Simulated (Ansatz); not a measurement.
NaSnI3 (cubic perovskite), relaxed with r2SCAN in the PAW code Ansatz. It is cubic, Pm-3m (No. 221); a = 6.202 Å in the conventional setting, 47.70 Å³ an atom. Around Na lie 12 I at 4.39 Å; around Sn lie 6 I at 3.10 Å; around I lie 2 Sn at 3.10 Å and 4 Na at 4.39 Å.

The axes x, y and z are those of this cell:
```xyz
5
Lattice="6.2015 0.0000 0.0000 0.0000 6.2015 0.0000 0.0000 0.0000 6.2015" Properties=species:S:1:pos:R:3 pbc="T T T"
Na    0.0000    0.0000    0.0000
Sn    3.1008    3.1008    3.1008
I     3.1008    3.1008    0.0000
I     3.1008    0.0000    3.1008
I     0.0000    3.1008    3.1008
```

Unstrained: With PBE the gap is 0.304 eV and direct, at R. The r2SCAN gap is direct at R: 0.416 eV. With HSE06 the gap is 0.765 eV and direct, at R. Meshes: PBE 4×4×4, r2SCAN 4×4×4, HSE06 2×2×2. Strains are changes of length per length. After each strain the atoms were relaxed again with r2SCAN within the symmetry that the strain leaves, so tilts or polar shifts that break it weren't tested; points keep the names that they have in the unstrained zone. The cell comes from a prototype generator: it can be a known phase or a hypothetical one. Spin polarisation is off.

**Question.** Estimate what epitaxial +0.5 % in the xy plane, free normal strain -0.22 % does to the gap.

**Answer.** PBE: the gap goes from 0.304 to 0.322 eV (+0.018 eV). r2SCAN: the gap goes from 0.416 to 0.435 eV (+0.019 eV). HSE06: the gap goes from 0.765 to 0.783 eV (+0.018 eV). The r2SCAN energy rises by 0.3 meV an atom.

**Question.** Estimate what uniaxial -1.0 % along z, other directions held does to the gap.

**Answer.** PBE: the gap goes from 0.304 to 0.233 eV (-0.071 eV). r2SCAN: the gap goes from 0.416 to 0.340 eV (-0.076 eV). HSE06: the gap goes from 0.765 to 0.691 eV (-0.074 eV). The r2SCAN energy rises by 0.7 meV an atom.

**Question.** Estimate what uniaxial -4.0 % along x, other directions held does to the gap.

**Answer.** PBE: gap 0.30 before, 0 after (eV); it has closed. r2SCAN: the gap goes from 0.416 to 0.073 eV (-0.343 eV); so small a gap is at the limit of these settings. HSE06: the gap goes from 0.765 to 0.431 eV (-0.334 eV). The r2SCAN energy rises by 11.7 meV an atom.

**Question.** Apply epitaxial -1.0 % in the xy plane, free normal strain +0.23 %. How far does the gap move, against the unstrained cell?

**Answer.** PBE: the gap goes from 0.304 to 0.163 eV (-0.141 eV). r2SCAN: the gap goes from 0.416 to 0.265 eV (-0.151 eV). HSE06: the gap goes from 0.765 to 0.617 eV (-0.148 eV). The r2SCAN energy rises by 1.4 meV an atom.

Spin-orbit coupling is left out, which matters wherever the heavy atoms make up the band edges.

The meshes of the hybrids are coarse, so their gaps aren't converged to the digits shown.
